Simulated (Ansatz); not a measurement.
The relaxed structure here is a generated cell of BP: the first start was made by placing the elements on the sites of a structure type, and the end was not matched to a known phase here, so it may be hypothetical. Known forms of BP include space group No. 216.

A relaxed structure of BP. Space group Pnma (No. 62). Level of theory: r2SCAN (plane waves to 500 eV, PAW, scalar-relativistic; Ansatz, an electronic-structure program).

```xyz
8
Lattice="6.2632 0.0000 0.0000 0.0000 3.2273 0.0000 0.0000 0.0000 5.3760" Properties=species:S:1:pos:R:3 pbc="T T T"
B      4.1477     2.4204     4.8365
B      5.2471     0.8068     2.1485
B      2.1155     0.8068     0.5395
B      1.0161     2.4204     3.2275
P      2.1210     2.4204     4.7971
P      1.0106     0.8068     2.1091
P      4.1421     0.8068     0.5789
P      5.2526     2.4204     3.2669
```

```json
{
 "volume_per_atom": "13.58 Å³",
 "band_gap": "0.80 eV, indirect (valence top at Γ, conduction bottom at U) (no spin-orbit coupling)",
 "smallest_direct_gap": "1.22 eV at Γ",
 "shortest_distances": "B–P 1.92 Å; B–B 2.81 Å; P–P 2.83 Å",
 "k-mesh": "6×10×6"
}
```

Band energies at high-symmetry points (eV from the VBM; labels of this space group; no spin-orbit coupling), from −5 eV up to 3.8 eV:

```tsv
point	energies
Γ	-4.84 -3.20 -2.37 -1.29 -1.14 -0.79 0.00 1.22 1.81 1.85 3.10 3.80
X	-4.30 -4.30 -3.11 -3.11 -2.61 -2.61 -0.96 -0.96 1.39 1.39 2.78 2.78
S	-3.30 -3.30 -3.30 -3.30 2.93 2.93 2.93 2.93
Y	-4.53 -4.53 -4.38 -4.38 -3.17 -3.17 1.48 1.48 3.70 3.70
Z	-4.27 -4.27 -4.15 -4.15 -3.90 -3.90 -2.68 -2.68 -1.46 -1.46 1.43 1.43 2.40 2.40
U	-4.11 -4.11 -3.63 -3.63 -1.78 -1.78 -1.59 -1.59 0.80 0.80 2.92 2.92
R	-4.42 -4.42 -4.42 -4.42 -3.54 -3.54 -3.54 -3.54 2.97 2.97 2.97 2.97
T	-2.65 -2.65 -1.61 -1.61 2.34 2.34 3.75 3.75
```

No spin polarisation in the result.

The run could not lose the symmetry of its start, so the end can be a saddle point.
